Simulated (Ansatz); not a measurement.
BaS (rock salt, space group No. 225), a = 6.425 Å, b = 6.425 Å, c = 6.425 Å, α = 90.00°, β = 90.00°, γ = 90.00°; the cell used has 2 atoms.

Relaxed with r²SCAN. Independent-particle spectrum: no excitons, no local fields, no scissors shift; 0.1 eV broadening; ε₁ of the summed bands alone.

Task: Tabulate the dielectric function from DFT-r²SCAN in the program Ansatz with PAW potentials.

Result: 

```
E (eV)  ε₁ xx  ε₂ xx
------  -----  -----
0.0      4.59   0.00
0.4      4.61   0.00
0.8      4.66   0.00
1.2      4.76   0.00
1.6      4.91   0.00
2.0      5.15   0.00
2.4      5.59   0.00
2.8      6.57   0.86
3.2      6.06   1.66
3.6      5.83   1.92
4.0      5.87   2.12
4.4      5.96   2.91
4.8      5.75   3.11
5.2      5.90   3.52
5.6      6.04   4.87
6.0      5.26   5.94
6.4      3.39   6.92
6.8      2.21   6.46
7.2      0.91   7.59
7.6     -0.90   5.48
8.0     -0.02   5.23
8.4     -1.83   3.34
8.8     -0.43   2.67
9.2     -0.55   2.42
9.6     -0.01   1.95
10.0    -0.75   2.38
10.4    -0.68   1.44
10.8    -0.30   1.07
11.2    -0.12   0.68
11.6     0.21   0.62
12.0     0.66   0.41
```

Task: From ε at 3.2 eV (xx: 6.06 + 1.66i), find n, k, the normal reflectivity and the absorption coefficient.

Result: n = 2.48, k = 0.334, R = 19 %, α = 2kE/ħc = 110000 cm⁻¹.

With all bands, ε∞ without local fields is 4.65. DFPT, with local fields, gives 4.38.

Space group Fm-3m (rock salt). Symmetry was held in the r²SCAN relaxation; phonons on a q-mesh show no instability. Scalar-relativistic: spin–orbit coupling is off unless named, which matters more the heavier the elements.

Potentials: the later of the program's two PAW sets.
